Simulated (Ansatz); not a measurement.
BaF$_{2}$:
```
CELL_PARAMETERS angstrom
      0.00000     3.12321     3.12321
      3.12321     0.00000     3.12321
      3.12321     3.12321     0.00000
ATOMIC_POSITIONS crystal
  Ba 0.00000 0.00000 0.00000
  F  0.25000 0.25000 0.25000
  F  0.75000 0.75000 0.75000
```

Relaxed with PBE.

Task: Give the Bader charges and basin volumes of the independent atoms, plane-wave PAW PBE (Ansatz code).

Result: 

| atom | Bader charge (e) | Bader volume (Å³) |
|---|---|---|
| Ba1 | +1.69 | 24.6 |
| F2 | -0.84 | 17.0 |

Space group Fm-3m (fluorite). The PBE relaxation kept the symmetry of its start. Scalar-relativistic: spin–orbit coupling is off unless named, which matters more the heavier the elements.

Potentials: the later of the program's two PAW sets.
